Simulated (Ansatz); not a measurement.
InAs:
Space group Pm-3m (No. 221); a = b = c = 3.5059 Å, α = β = γ = 90.00°

```tsv
atom	site	symmetry	x	y	z
In	1a	m-3m	0.0000	0.0000	0.0000
As	1b	m-3m	0.5000	0.5000	0.5000
```

Relaxed with PBEsol.

Question: Decompose the optical modes at the zone centre into irreducible representations, and say which are infrared and Raman allowed.

Answer: Point group m-3m: Γ_opt = T1u. Infrared: T1u. Raman: none.

Question: Assign frequencies (DFPT, the program Ansatz at the PBEsol level (PAW)).

Answer: T1u 90 cm⁻¹.

The cell is a constructed one: a structure type filled with these elements; neither database checked (COD, Materials Project) lists it. It is not the phase usual at ambient conditions (space group No. 216). Symmetry was held in the PBEsol relaxation; its stability against distortions is not shown here. As this level gives no gap, phonon frequencies hold no LO–TO term and depend on the k-mesh and smearing (Fermi–Dirac, 0.1 eV here).

Potentials: the earlier of the program's two PAW sets. The files were generated under PBE; for other functionals the program regenerates the frozen cores, and for LDA and PBEsol the local potential too.
